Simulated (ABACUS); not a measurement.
Consider a self-consistent single point of Si3N4 (P6_3/m, 14 atoms in the cell; from Materials Project mp-988, lattice scaled a little).

```
CELL_PARAMETERS angstrom
      7.49199     0.00000     0.00000
     -3.74600     6.48826     0.00000
      0.00000     0.00000     2.86220
ATOMIC_POSITIONS crystal
  Si 0.23108 0.82495 0.75000
  Si 0.76892 0.17505 0.25000
  Si 0.40613 0.23108 0.25000
  Si 0.59387 0.76892 0.75000
  Si 0.17505 0.40613 0.75000
  Si 0.82495 0.59387 0.25000
  N  0.33333 0.66667 0.75000
  N  0.66667 0.33333 0.25000
  N  0.96919 0.66985 0.75000
  N  0.03081 0.33015 0.25000
  N  0.29934 0.96919 0.25000
  N  0.70066 0.03081 0.75000
  N  0.33015 0.29934 0.75000
  N  0.66985 0.70066 0.25000
```

Level of theory: Wu-Cohen GGA, numerical atomic orbitals DZP (confined pseudo-atomic orbitals with Gaussian additions; energy shift 0.01 Ry), PseudoDojo 0.5 standard norm-conserving PBE (tails mended) pseudopotentials (ABACUS).

ABACUS settings:

```
key                                                                   value
---------------  ----------------------------------------------------------
basis                   DZP numerical atomic orbitals, energy shift 0.01 Ry
KPT                                                 Gamma 4 4 9 0.5 0.5 0.5
basis_type                                                             lcao
dft_functional                                           GGA_X_WC+GGA_C_PBE
ecutwfc                                                              100 Ry
smearing_method                                                       fixed
potentials       PseudoDojo 0.5 standard norm-conserving PBE (tails mended)
symmetry                                                                  1
symmetry_prec                                                         1e-05
ks_solver                                                           genelpa
scf_nmax                                                                100
scf_thr                                                             1.0e-07
mixing_type                                                           pulay
mixing_beta                                                             0.4
```

Results:

```
Property                                                  Value
------------------------------------------------  -------------
Number of valence electrons                                  64
Number of bands                                              42
Number of k-points after the program's reduction             40
Size of the basis                                           182
Number of SCF iterations                                     12
Free energy E − TS                                -2955.5143 eV
Pressure                                              18.53 GPa
Largest force (vector length)                        0.226 eV/Å
```

Forces (eV/Å):
```
atom      Fx      Fy     Fz
----  ------  ------  -----
Si1    0.067   0.215  0.000
Si2   -0.067  -0.215  0.000
Si3   -0.153   0.166  0.000
Si4    0.153  -0.166  0.000
Si5   -0.220  -0.049  0.000
Si6    0.220   0.049  0.000
N7     0.000   0.000  0.000
N8     0.000   0.000  0.000
N9     0.146  -0.049  0.000
N10   -0.146   0.049  0.000
N11    0.115   0.102  0.000
N12   -0.115  -0.102  0.000
N13   -0.030   0.150  0.000
N14    0.030  -0.150  0.000
```

Stress (GPa, positive for compression):
```
18.20   0.00   0.00
 0.00  18.20   0.00
 0.00   0.00  19.19
```

For comparison: a first run (DFT, PBEsol, numerical atomic orbitals DZP (confined pseudo-atomic orbitals with Gaussian additions; energy shift 0.01 Ry), PseudoDojo 0.4 standard norm-conserving PBEsol (tails mended) pseudopotentials) was changed to give this one (pseudopotentials: PseudoDojo 0.4 standard norm-conserving PBEsol (tails mended) → PseudoDojo 0.5 standard norm-conserving PBE (tails mended); basis_set: DZP numerical atomic orbitals, energy shift 0.01 Ry → DZP numerical atomic orbitals, energy shift 0.01 Ry; dft_functional: default → GGA_X_WC+GGA_C_PBE), and from it to this one the pressure goes from 16.64 to 18.53 GPa and the largest force goes from 0.211 to 0.226 eV/Å.

The atom-centred basis is finite, which shifts total energies, pressures and forces against plane waves. The potentials were made for another functional than the one used. The structure comes from a collection of computed structures, made at another level of theory; the collection holds predicted forms beside known ones. Its lattice was then scaled.

Cost on one core: very roughly 40 core-seconds.

The atomic orbitals were generated for these runs; they are not ABACUS's published sets and were checked against plane waves on a few crystals only.

“Tails mended”: in these copies of the files the far tail of each local potential was reset to the Coulomb form.
